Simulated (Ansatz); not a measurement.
IrOs:
```
IrOs
1.0
    7.66762     0.00000     0.00000
    0.00000     3.84042     0.00000
   -0.00156     0.00000     7.67085
Os Ir
8 8
Direct
  0.99910   0.00000   0.00078
  0.24980   0.50000   0.00132
  0.25106   0.00000   0.24751
  0.50152   0.00000   0.00115
  0.74964   0.50000   0.00012
  0.74926   0.00000   0.75276
  0.50066   0.00000   0.49880
  0.74892   0.00000   0.24761
  0.99882   0.50000   0.75220
  0.25117   0.00000   0.75281
  0.99906   0.00000   0.49884
  0.00003   0.50000   0.24807
  0.25164   0.50000   0.49810
  0.50110   0.50000   0.75096
  0.50011   0.50000   0.24904
  0.74813   0.50000   0.49993
```

This is the r²SCAN-relaxed structure.

Task: All from r²SCAN in the plane-wave PAW code Ansatz, unless another level is named. Give the formation energy from the elements (no fitted shifts).

Result: 44 meV/atom.

Task: Predict the density of states at the Fermi level.

Result: 0.80 states/eV per atom (mean over ±0.08 eV).

Space group Pm. The start of the workflow was typed in or built on a structure type; neither database checked (COD, Materials Project) lists it. Its standing as an ambient phase is unchecked. The r²SCAN relaxation kept the symmetry of its start; whether a distortion lowers the energy is not shown. The run is not spin-polarised. The references are the lowest solids computed at this level, not always the standard phases. Scalar-relativistic: spin–orbit coupling is off unless named, which matters more the heavier the elements.

Potentials: the earlier of the program's two PAW sets. The files were generated under PBE; for other functionals the program regenerates the frozen cores, and for LDA and PBEsol the local potential too.
